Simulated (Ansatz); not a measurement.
Relaxed-ion elastic tensor of As (fcc (Cu type), Fm-3m) in GPa (Voigt order), r²SCAN+D4 (plane waves, PAW; program Ansatz); density 6.62 g/cm³, 18.78 Å³ per atom.

```
 45.8    106    106    0.0    0.0    0.0
  106   45.8    106    0.0    0.0    0.0
  106    106   45.8    0.0    0.0    0.0
  0.0    0.0    0.0  -13.6    0.0    0.0
  0.0    0.0    0.0    0.0  -13.6    0.0
  0.0    0.0    0.0    0.0    0.0  -13.6
```

Question: Is the crystal mechanically stable?

Answer: No: the smallest eigenvalue of C is -60.0 GPa.

The cell is a constructed one: a structure type filled with these elements; neither database checked (COD, Materials Project) lists it. It is not the phase usual at ambient conditions (space group No. 166). Symmetry was held in the r²SCAN+D4 relaxation. At this level the phase is mechanically unstable. As this level gives no gap, shear constants depend on the k-mesh and smearing (Fermi–Dirac, 0.1 eV here).

Potentials: the earlier of the program's two PAW sets.
